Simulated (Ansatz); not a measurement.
GaMo₃N (anti-perovskite, Pm-3m), a = b = c = 4.085 Å, α = β = γ = 90.00°.

Relaxed with r²SCAN.

Q: Which orbitals make up the states near the Fermi level in DFT-r²SCAN in the program Ansatz with PAW potentials?

A: Within 0.5 eV of the Fermi level: Mo 4d 86 %, Ga 4p 6 %. Projections are on Löwdin-orthogonalised atomic valence shells; empty p or d shells of many metals are not among them.

Q: Tabulate the density of states.

A: States/eV per cell of 5 atoms, in 0.25 eV bins, energy from the Fermi level.

```csv
E (eV),total,Mo 4d,N 2p,Ga 4p
-7.85,1.21,0.46,0.50,0.02
-7.60,2.25,0.89,0.63,0.04
-7.35,4.34,1.62,1.08,0.06
-7.10,2.22,0.77,0.87,0.02
-6.85,1.56,0.53,0.85,0.02
-6.60,1.58,0.53,0.90,0.02
-6.35,1.91,0.66,1.09,0.02
-6.10,1.89,0.63,1.10,0.02
-5.85,1.68,0.55,0.99,0.02
-5.60,1.42,0.44,0.87,0.02
-5.35,1.04,0.35,0.52,0.08
-5.10,0.89,0.34,0.28,0.15
-4.85,0.94,0.40,0.15,0.23
-4.60,1.26,0.62,0.06,0.37
-4.35,2.41,1.27,0.08,0.71
-4.10,2.09,1.22,0.06,0.57
-3.85,5.57,3.76,0.18,1.22
-3.60,5.56,4.09,0.22,0.99
-3.35,4.80,3.62,0.09,0.90
-3.10,3.00,2.23,0.05,0.58
-2.85,2.43,1.86,0.05,0.42
-2.60,2.26,1.82,0.04,0.31
-2.35,2.31,2.00,0.04,0.20
-2.10,3.02,2.77,0.03,0.14
-1.85,2.64,2.51,0.02,0.07
-1.60,1.78,1.67,0.02,0.05
-1.35,4.07,3.65,0.17,0.11
-1.10,7.19,6.02,0.38,0.43
-0.85,3.94,3.27,0.12,0.30
-0.60,2.47,2.06,0.06,0.20
-0.35,2.97,2.47,0.09,0.27
-0.10,3.13,2.66,0.09,0.20
0.15,2.26,1.95,0.05,0.10
0.40,2.28,2.08,0.03,0.05
0.65,4.00,3.71,0.04,0.08
0.90,4.13,3.86,0.04,0.05
1.15,7.12,6.50,0.06,0.13
1.40,3.11,2.76,0.10,0.06
1.65,2.02,1.69,0.17,0.08
1.90,2.65,1.94,0.22,0.20
2.15,3.45,2.33,0.32,0.27
2.40,2.69,1.99,0.25,0.12
2.65,3.15,2.48,0.19,0.15
2.90,2.78,2.26,0.14,0.14
3.15,3.28,2.62,0.21,0.21
3.40,7.24,4.71,0.45,0.72
3.65,4.62,3.01,0.39,0.63
3.90,1.78,0.95,0.18,0.39
4.15,0.79,0.39,0.07,0.26
4.40,1.56,0.61,0.12,0.55
4.65,1.76,0.68,0.15,0.64
```

The start of the workflow was typed in or built on a structure type; neither database checked (COD, Materials Project) lists it. Its standing as an ambient phase is unchecked. Symmetry was held in the r²SCAN relaxation; its stability against distortions is not shown here. The workflow began spin-polarised and lost its moments. Spin–orbit coupling is left out wherever it is not named.

Potentials: the earlier of the program's two PAW sets.
